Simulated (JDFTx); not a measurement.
An input for a modified build of JDFTx (TiAl(100), CANDLE, water, 1 M NaF; bohr, hartree) and the course of its log:

```
lattice \
  5.3115477048 0.0000000000 0.0000000000 \
  0.0000000000 7.6844201077 0.0000000000 \
  0.0000000000 0.0000000000 40.8180842919
coords-type Lattice
ion Al 0.0000000000 0.0000000000 -0.0650636570 0
ion Al 0.0000000000 0.0000000000 0.0650636570 0
ion Ti 0.5000000000 0.5000000000 -0.1253887249 0
ion Ti 0.5000000000 0.5000000000 0.0000000000 0
ion Ti 0.5000000000 0.5000000000 0.1253887249 0
ion-species pseudo/al_pbe_v1.upf
ion-species pseudo/ti_pbe_v1.4.upf
elec-cutoff 20 100
elec-ex-corr gga-PBE
coulomb-interaction Slab 001
coulomb-truncation-embed 0 0 0
kpoint-folding 8 6 1
elec-smearing Fermi 0.01
elec-n-bands 32
target-mu -0.104368
electronic-scf nIterations 100 energyDiffThreshold 1e-07
fluid LinearPCM
pcm-variant CANDLE
fluid-solvent H2O
fluid-cation Na+ 1
fluid-anion F- 1
fluid-minimize nIterations 400 knormThreshold 1e-11
wavefunction read f0.wfns
elec-initial-eigenvals f0.eigenvals
elec-initial-fillings read f0.fillings
fluid-initial-state f0.fluidState
dump-name f0_u1.$VAR
dump End State Ecomponents EigStats BandEigs Forces ElecDensity IonicPositions Fillings Kpoints Dtot FluidDebug BoundCharge FluidDensity
```

```
[one cycle in 5 is shown, and the last three; fluid-solver lines are left out]
	FillingsUpdate:  mu: -0.104368000  nElectrons: 43.023689
SCF: Cycle:  0   G: -174.627396734320797   dG: +1.151e-01   |Residual|: 7.711e-02   |deigs|: 4.064e-05
	FillingsUpdate:  mu: -0.104368000  nElectrons: 42.238435
SCF: Cycle:  5   G: -174.738587097238991   dG: -4.175e-03   |Residual|: 1.524e-02   |deigs|: 6.360e-04
	FillingsUpdate:  mu: -0.104368000  nElectrons: 42.115931
SCF: Cycle: 10   G: -174.739968220607892   dG: -1.406e-03   |Residual|: 8.802e-03   |deigs|: 3.783e-04
	FillingsUpdate:  mu: -0.104368000  nElectrons: 42.076888
SCF: Cycle: 15   G: -174.736182317972577   dG: +5.666e-03   |Residual|: 1.264e-02   |deigs|: 7.969e-04
	FillingsUpdate:  mu: -0.104368000  nElectrons: 41.260358
SCF: Cycle: 20   G: -174.659119108633661   dG: +4.287e-02   |Residual|: 4.363e-02   |deigs|: 1.377e-03
	FillingsUpdate:  mu: -0.104368000  nElectrons: 41.282866
SCF: Cycle: 25   G: -174.658532860920388   dG: +1.735e-02   |Residual|: 4.287e-02   |deigs|: 4.318e-04
	FillingsUpdate:  mu: -0.104368000  nElectrons: 41.225577
SCF: Cycle: 30   G: -174.593897924659927   dG: -2.688e-03   |Residual|: 5.595e-02   |deigs|: 7.519e-04
	FillingsUpdate:  mu: -0.104368000  nElectrons: 41.329161
SCF: Cycle: 35   G: -174.603059632388408   dG: -4.286e-02   |Residual|: 5.288e-02   |deigs|: 5.924e-04
	FillingsUpdate:  mu: -0.104368000  nElectrons: 41.464393
SCF: Cycle: 40   G: -174.684173358979109   dG: -1.054e-01   |Residual|: 3.465e-02   |deigs|: 2.259e-03
	FillingsUpdate:  mu: -0.104368000  nElectrons: 41.248788
SCF: Cycle: 45   G: -174.548233736177423   dG: +8.635e-02   |Residual|: 6.358e-02   |deigs|: 1.178e-03
	FillingsUpdate:  mu: -0.104368000  nElectrons: 40.289481
SCF: Cycle: 50   G: -174.116727560555603   dG: +4.022e-01   |Residual|: 1.194e-01   |deigs|: 4.784e-03
	FillingsUpdate:  mu: -0.104368000  nElectrons: 43.143977
SCF: Cycle: 55   G: -174.627114798135835   dG: -1.370e-01   |Residual|: 7.143e-02   |deigs|: 2.286e-03
	FillingsUpdate:  mu: -0.104368000  nElectrons: 45.118906
SCF: Cycle: 60   G: -173.602791293748624   dG: +1.102e+00   |Residual|: 2.174e-01   |deigs|: 1.254e-02
	FillingsUpdate:  mu: -0.104368000  nElectrons: 42.703474
SCF: Cycle: 65   G: -174.701470635774513   dG: -1.418e-02   |Residual|: 4.999e-02   |deigs|: 4.829e-04
	FillingsUpdate:  mu: -0.104368000  nElectrons: 42.243329
SCF: Cycle: 70   G: -174.728905435287459   dG: +4.697e-03   |Residual|: 2.518e-02   |deigs|: 7.194e-04
	FillingsUpdate:  mu: -0.104368000  nElectrons: 41.191881
SCF: Cycle: 75   G: -174.633327518431969   dG: +1.685e-02   |Residual|: 5.025e-02   |deigs|: 3.088e-04
	FillingsUpdate:  mu: -0.104368000  nElectrons: 40.904255
SCF: Cycle: 80   G: -174.386983193832037   dG: +1.771e-01   |Residual|: 8.552e-02   |deigs|: 1.890e-03
	FillingsUpdate:  mu: -0.104368000  nElectrons: 42.229954
SCF: Cycle: 85   G: -174.742940010606560   dG: -2.633e-02   |Residual|: 9.459e-03   |deigs|: 2.324e-03
	FillingsUpdate:  mu: -0.104368000  nElectrons: 45.433660
SCF: Cycle: 90   G: -173.334707642894415   dG: +1.164e+00   |Residual|: 2.279e-01   |deigs|: 2.280e-02
	FillingsUpdate:  mu: -0.104368000  nElectrons: 45.357095
SCF: Cycle: 95   G: -173.315331352380440   dG: -4.535e-02   |Residual|: 2.080e-01   |deigs|: 7.642e-04
	FillingsUpdate:  mu: -0.104368000  nElectrons: 45.296916
SCF: Cycle: 97   G: -173.379126603316678   dG: -1.495e-02   |Residual|: 2.032e-01   |deigs|: 2.253e-04
	FillingsUpdate:  mu: -0.104368000  nElectrons: 41.983020
SCF: Cycle: 98   G: -174.741041259064417   dG: -1.362e+00   |Residual|: 1.940e-02   |deigs|: 1.825e-02
	FillingsUpdate:  mu: -0.104368000  nElectrons: 43.372946
SCF: Cycle: 99   G: -174.565949669930404   dG: +1.751e-01   |Residual|: 9.155e-02   |deigs|: 7.063e-03
SCF: None of the convergence criteria satisfied after 100 iterations.
IonicMinimize: Iter:   0  G: -174.565949669930404  |grad|_K:  0.000e+00
IonicMinimize: Converged (|grad|_K<1.000000e-04).
```

This run gave no converged result. The electronic loop ended without meeting its threshold, so the last energy, electron count and forces aren't results.
